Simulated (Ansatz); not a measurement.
Al2Cu:
```xyz
6
Lattice="-2.9976 2.9976 2.4129 2.9976 -2.9976 2.4129 2.9976 2.9976 -2.4129" Properties=species:S:1:pos:R:3 pbc="T T T"
Al     0.9548     3.9524     0.0000
Al     0.9548     2.0428     2.4129
Al     2.0428     0.9548     0.0000
Al     2.0428    -0.9548     2.4129
Cu     0.0000     0.0000     1.2065
Cu     0.0000     0.0000     3.6194
```

Relaxed with PBEsol. Special points in fractions of this cell's reciprocal vectors: Γ (0.000, 0.000, 0.000); X (0.000, 0.000, 0.500); M (-0.500, 0.500, 0.500); Z (0.412, 0.412, -0.412); Z0 (-0.412, 0.588, 0.412); P (0.250, 0.250, 0.250); N (0.000, 0.500, 0.000).

Task: List the band energies nearest the Fermi level at these points for PBEsol (plane waves, PAW; program Ansatz).

Result: In eV from the Fermi level; about four levels below and three above (degenerate sets whole), none deeper than 8.9 eV; points with the same levels are listed once.

```csv
k,below,above
Γ,-1.28 -1.28 -0.84 -0.23,0.07 1.53 1.53
X,-1.55 -1.32 -0.90 -0.67,0.83 1.27 4.65
M,-3.38 -3.27 -3.27 -1.81,2.59 2.92 2.92
Z,-3.35 -3.31 -3.31 -1.06,1.54 1.76 1.76
P,-4.04 -4.04 -3.82 -3.82,0.41 0.41 0.73 0.73
N,-3.13 -3.13 -2.63 -2.63,0.22 0.22 4.10 4.10
```

Space group I4/mcm. The cell was relaxed with PBEsol under the symmetry of its start. No spin polarisation was allowed.

Potentials: the later of the program's two PAW sets.
